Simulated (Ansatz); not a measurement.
Polymorphs of Y, each relaxed with DFT-PBE in the program Ansatz with PAW potentials:

A: simple cubic (Pm-3m)
a = 3.2673 Å, b = 3.2673 Å, c = 3.2673 Å, α = 90.00°, β = 90.00°, γ = 90.00°

| atom | site | symmetry | x | y | z |
|---|---|---|---|---|---|
| Y | 1a | m-3m | 0.0000 | 0.0000 | 0.0000 |

B: diamond (Fd-3m)
a = 7.042 Å, b = 7.042 Å, c = 7.042 Å, α = 90.00°, β = 90.00°, γ = 90.00°

```tsv
atom	site	symmetry	x	y	z
Y	8b	-43m	0.5000	0.5000	0.5000
```

Question: Put the candidates in order of energy per atom at 0 K, lowest first, for PBE.

Answer: A (+0 meV/atom), B (+1185 meV/atom)

Constructed cells (a structure type filled with these elements, in neither database checked): A. Typed or built starts, not in the databases checked: B. Not the usual ambient phase: A; B. Unstable at this level: A. All cells were relaxed under the symmetry of their starts (and spin orders); stability against distortions was not tested throughout. Rows with no word on spin ran without spin polarisation. Spin–orbit coupling is left out wherever it is not named.

Energies hold the estimated change up to a 700 eV cutoff; steps of a few meV lie near the error of the meshes.

Potentials: the later of the program's two PAW sets.
